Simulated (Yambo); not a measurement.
G0W0@LDA for Na2CO3 (space group C2/m, No. 12) in Yambo. Reference settings: 2×2×2 Γ-centred k mesh, bands 5 to 208 and a 7 Ry block in the screening, 208 bands in G with the Bruneval-Gonze terminator, plasmon pole fitted at 27.2 eV. The LDA gap (0, 0, -0.5) → Γ on this mesh is 3.96 eV; G0W0 gaps are taken between the same points.

The settings were changed. The gap went from 7.24 eV to 7.30 eV, and the shift of the valence edge from -1.71 eV to -1.65 eV.

Problem. Name the change that produced these shifts.
A. no terminator
B. 90 bands in G, no terminator
C. 140 bands in W, 140 bands in G
D. 1 Ry block

Solution. C, 140 bands in W, 140 bands in G. The others gave (gap, valence shift): 1 Ry block: 8.18, -2.62 eV; no terminator: 7.11, -1.49 eV; 90 bands in G, no terminator: 6.93, -1.06 eV.

Geometry of the Materials Project entry, not relaxed at this level; primitive cell a = b = 5.1207 Å, c = 5.9217 Å, α = β = 101.29°, γ = 61.87°.

A shift is the quasiparticle energy of the state minus its LDA energy.
